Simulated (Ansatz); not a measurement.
Here is the system:

Os:
```
Os
1.0
    0.00000     2.75040     2.75040
    2.75040     0.00000     2.75040
    2.75040     2.75040     0.00000
Os
2
Direct
  0.00000   0.00000   0.00000
  0.25000   0.25000   0.25000
```

This is the PBEsol-relaxed structure.

All from plane-wave PAW PBEsol (Ansatz code), unless another level is named. Predict the density of states at the Fermi level.

0.76 states/eV per atom (mean over ±0.08 eV).

Give the gap with spin–orbit coupling.

none (metallic).

Space group Fd-3m (diamond). The start of the workflow was typed in or built on a structure type; neither database checked (COD, Materials Project) lists it. It is not the phase usual at ambient conditions (space group No. 194). Symmetry was held in the PBEsol relaxation; of distortions, only those at the zone centre were tested. No spin polarisation was allowed. Scalar-relativistic: spin–orbit coupling is off unless named, which matters more the heavier the elements.

Potentials: the later of the program's two PAW sets.
